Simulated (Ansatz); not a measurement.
Given:

KCl:
```xyz
2
Lattice="0.0000 3.1908 3.1908 3.1908 0.0000 3.1908 3.1908 3.1908 0.0000" Properties=species:S:1:pos:R:3 pbc="T T T"
K      0.0000     0.0000     0.0000
Cl     3.1908     3.1908     3.1908
```

This is the PBE-relaxed structure.

Q: All from plane-wave PAW PBE (Ansatz code), unless another level is named. Predict the formation energy from the elements (no fitted shifts).

A: -1.97 eV/atom.

Q: What about the band gap?

A: 5.05 eV (direct).

Q: Next, the hole effective mass, band 1 of 3 at the edge?

A: 5.3 along [100], 5.3 along [110], 3.6 along [111] (mₑ).

Q: And the valence-band maximum?

A: at Γ.

Space group Fm-3m (rock salt). Symmetry was held in the PBE relaxation; phonons on a q-mesh show no instability. The references are the lowest solids computed at this level, not always the standard phases (solids in place of the gases).

Potentials: the later of the program's two PAW sets.
